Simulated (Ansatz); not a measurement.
A trial cell of ZrO$_{2}$ was relaxed with PBEsol (plane waves to 420 eV, PAW, scalar-relativistic; Ansatz, a program for electronic structure).

Before: P-4n2 (No. 118), tP6; a = 4.710 Å, b = 4.710 Å, c = 3.689 Å, α = 90.00°, β = 90.00°, γ = 90.00°.

After relaxation:

Simulated powder pattern, Cu Kα, λ = 1.54184 Å (kinematic, ideal powder, no thermal factors, no anomalous dispersion; the 24 strongest lines at most, above 1 %, up to 2θ = 90°):

| 2θ (°) | I/Imax (%) |
|---|---|
| 26.16 | 68 |
| 29.42 | 100 |
| 34.93 | 8.3 |
| 37.33 | 11 |
| 46.44 | 3.2 |
| 48.22 | 50 |
| 53.82 | 15 |
| 54.08 | 18 |
| 60.79 | 12 |
| 61.04 | 20 |
| 62.52 | 11 |
| 65.78 | 1.5 |
| 73.77 | 3.8 |
| 75.13 | 13 |
| 75.57 | 6.5 |
| 79.59 | 4.5 |
| 79.80 | 11 |
| 85.51 | 2.4 |
| 87.03 | 9.4 |
| 87.45 | 9.3 |

Identify the relaxed structure from its pattern: crystal system, space group and cell.

Tetragonal, P4₂/nnm, origin choice 1 (No. 134), tP6; a = b = 4.818 Å, c = 3.910 Å, α = β = γ = 90.00°. Sites: O 4e (0.250, 0.250, 0.250); Zr 2a (0.000, 0.000, 0.000).

Index the strongest lines.

26.16° (110), 29.42° (101), 48.22° (211), 54.08° (112), 61.04° (202).

No spin polarisation in the result.

The run could not lose the symmetry of its start, so the end can be a saddle point.

The relaxed structure here is a generated cell of ZrO2: the first start was made by a random draw of sites in a space group, and the end was not matched to a known phase here, so it may be hypothetical. Known forms of ZrO2 include space group No. 14, 137, 225.
